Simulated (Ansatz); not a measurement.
CoSi₂ (fluorite or antifluorite type, Fm-3m) under volume change, r²SCAN in the plane-wave PAW code Ansatz, scaled uniformly.

| V (Å³/atom) | E − E(relaxed) (meV/atom) | P (GPa) |
|---|---|---|
| 11.386 | 73.8 | 22.87 |
| 11.761 | 30.9 | 13.96 |
| 12.136 | 7.3 | 6.40 |
| 12.512 | 0.0 | -0.01 |
| 12.887 | 6.6 | -5.46 |
| 13.262 | 24.9 | -10.06 |
| 13.638 | 53.2 | -13.94 |

**Question.** What does a third-order Birch–Murnaghan fit give for V₀, B₀ and B′?

**Answer.** V₀ = 12.51 Å³/atom, B₀ = 196 GPa, B′ = 4.5.

The cell was relaxed with r²SCAN under the symmetry of its start. The workflow began spin-polarised and lost its moments.

Potentials: the later of the program's two PAW sets.
